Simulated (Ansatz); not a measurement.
# Phonons of CsCl-type GdMg

Method: PBEsol, scalar-relativistic; collinear spin; PAW, 420 eV, Gaussian smearing of 0.15 eV; code Ansatz. The datasets are Ansatz's generated set soft_2.

```cif
data_structure
_symmetry_space_group_name_H-M 'P 1'
_symmetry_Int_Tables_number 1
_cell_length_a 3.7816
_cell_length_b 3.7816
_cell_length_c 3.7816
_cell_angle_alpha 90.000
_cell_angle_beta 90.000
_cell_angle_gamma 90.000
_cell_volume 54.08
loop_
_atom_site_label
_atom_site_type_symbol
_atom_site_fract_x
_atom_site_fract_y
_atom_site_fract_z
_atom_site_occupancy
Gd1 Gd 0.00000 0.00000 0.00000 1
Mg1 Mg 0.50000 0.50000 0.50000 1
```

The start was a prototype's sites filled with these elements; the Crystallography Open Database holds the compound in this structure.

Moments typed, the run going on from the state of an earlier one (μB, in the order of the atoms): 7.94, 0.0.

The spin moment ends at 7.59 μB for each cell as shown.

Force constants come from finite displacements in a 2×2×2 supercell (the unit cell's 10×10×10 k-mesh, folded to it); the long-range dipole term is not included. Points in reciprocal vectors of this cell: Γ = (0.000, 0.000, 0.000), X = (0.000, 0.500, 0.000), M = (0.500, 0.500, 0.000), R = (0.500, 0.500, 0.500).

**Question.** Is the structure dynamically stable along this path, and where does the spectrum end?

**Answer.** Yes: no branch is imaginary beyond numerical noise. The highest frequency is 216 cm⁻¹, at M. Points that don't fit the supercell are interpolated.

Frequencies at the named points (cm⁻¹, imaginary ones negative):
```
point              ω (cm⁻¹)
    Γ     0 0 0 214 214 214
    X  79 79 85 182 207 207
    M  47 47 67 196 196 216
    R  99 99 99 187 187 187
```

**Question.** What does the harmonic approximation give for the vibrational free energy, entropy and heat capacity?

**Answer.** Zero-point energy 24.9 meV/atom.
```csv
T (K),F_vib (meV/atom),S (J/K per mole of atoms),C_V (J/K per mole of atoms)
100,17.6,16.6,18.0
200,-7.6,31.0,22.7
300,-44.9,40.4,23.9
400,-90.6,47.4,24.3
500,-142.6,52.8,24.6
600,-199.8,57.3,24.7
700,-261.2,61.1,24.7
800,-326.3,64.4,24.8
900,-394.7,67.4,24.8
1000,-465.9,70.0,24.8
```

The highest mode, 216 cm⁻¹, is worth 310 K. At 300 K the heat capacity has reached 96 % of the classical limit 3R = 24.9 J/K per mole of atoms: a mode at k_BT already holds 92 % of its classical share, and one at 1.5 k_BT 83 %.

The crystal is a metal or nearly so; low and unstable modes depend on mesh and smearing.

It ran for 3.1 min on 4 threads of Arm Neoverse V2, with other jobs on the host, peak memory 3.3 GiB.

Without a U the 4f levels of Gd lie too near the Fermi level, so their share of the states there, and what hangs on it, is overstated. Scalar-relativistic only: spin–orbit splittings of the heavy atoms' levels are missing. Site moments are of spin, integrated over atomic spheres. No antiparallel order was tried.
